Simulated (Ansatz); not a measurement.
Data:

MoSe$_{2}$:
```xyz
6
Lattice="3.2771 0.0000 0.0000 -1.6385 2.8380 0.0000 0.0000 0.0000 12.7329" Properties=species:S:1:pos:R:3 pbc="T T T"
Mo     1.6385     0.9460     3.1832
Mo     0.0000     1.8920     9.5497
Se     0.0000     1.8920     4.8573
Se     1.6385     0.9460     7.8756
Se     1.6385     0.9460    11.2237
Se     0.0000     1.8920     1.5092
```

This is the PBE+D3(BJ)-relaxed structure.

Question: All from PBE+D3(BJ) in the plane-wave PAW code Ansatz, unless another level is named. Predict the hole effective mass.

Answer: 0.75, 0.75, 1.6 mₑ (principal values).

Question: Next, the formation energy from the elements (no fitted shifts)?

Answer: -679 meV/atom.

Question: Next, the gap with spin–orbit coupling?

Answer: 0.73 eV.

Question: Give the electron effective mass with spin–orbit coupling.

Answer: 0.47, 0.47, 0.67 mₑ (principal values).

Space group P6_3/mmc. Symmetry was held in the PBE+D3(BJ) relaxation; phonons on a q-mesh show no instability. The run is not spin-polarised. The references are the lowest solids computed at this level, not always the standard phases. Scalar-relativistic: spin–orbit coupling is off unless named, which matters more the heavier the elements.

Potentials: the later of the program's two PAW sets.
